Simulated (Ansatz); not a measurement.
Te$_{2}$Au:
```
Te2Au
1.0
    3.62492     2.10340     0.00000
   -3.62492     2.10340     0.00000
   -0.00744     0.00000     5.17915
Au Te
1 2
Direct
  0.00000   0.00000   0.00000
  0.67730   0.32270   0.28837
  0.32270   0.67730   0.71163
```

Relaxed with r²SCAN.

Q: Give the Bader charges and basin volumes of the independent atoms, the program Ansatz at the r²SCAN level (PAW).

A: 

```tsv
atom	Bader charge (e)	Bader volume (Å³)
Au1	-0.27	22.7
Te2	+0.13	28.1
```

Space group C2/m. The workflow started from an entry of the Crystallography Open Database (COD), which files this formula under 3 space groups. Whether it is the stable phase at ambient conditions was not checked. The cell was relaxed with r²SCAN under the symmetry of its start; its stability against distortions is not shown here. Scalar-relativistic: spin–orbit coupling is off unless named, which matters more the heavier the elements.

Potentials: the later of the program's two PAW sets.
